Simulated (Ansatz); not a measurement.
# Which structure for LuP?

Method: PBEsol, scalar-relativistic; spin polarisation where moments were expected; PAW, 420 eV, Gaussian smearing of 0.05 eV; code Ansatz.

3 relaxed cells of LuP are compared, each from another structure type and at zero pressure. Energies are at 0 K and, with meshes that differ between cells, good to about 5 meV/atom.

Question: Rank these starts by the energy of their relaxed cells, lowest first (meV/atom above the lowest).
A. PbO-type
B. WC-type
C. rocksalt

Answer: C (0), B (363), A (551).

```tsv
start	final group	ΔE (meV/atom)	V (Å³/atom)	gap (eV)	B0 (GPa)	unlike neighbours of Lu	their mean distance (Å)
rocksalt	Fm-3m	0	20.21	semimetal (overlap 1.4)	94	6	2.72
WC-type	P-6m2	363	21.08	semimetal (overlap 0.3)	89	6	2.77
PbO-type	P4/nmm	551	18.92	semimetal (overlap 0.4)	–	8	2.92
```

Unlike neighbours are counted within 20 % of the shortest unlike distance from the first Lu site.

The lowest is the rocksalt start (final group Fm-3m), 363 meV/atom under the WC-type start (final group P-6m2); for scale, kT at 300 K is 26 meV. The bonds lengthen as the coordination of Lu rises (2.75 Å with 6 neighbours, a mean of 2 cells, 2.92 Å with 8 neighbours), since the same electrons are shared among more bonds, and yet the volume falls (20.6, 18.9 Å³/atom), because higher coordination packs the atoms more densely.

Only the structures tried are compared; a structure that wasn't tried may lie lower. The heavy elements are treated without spin–orbit coupling. The PAW datasets are PBE ones. Semimetal marks a closed-shell electron count whose filled and empty bands touch or overlap (in eV, over the k-mesh); semilocal functionals overstate such overlaps, so the smaller ones may in fact be gaps.

All runs used the PAW datasets of the set soft_2.
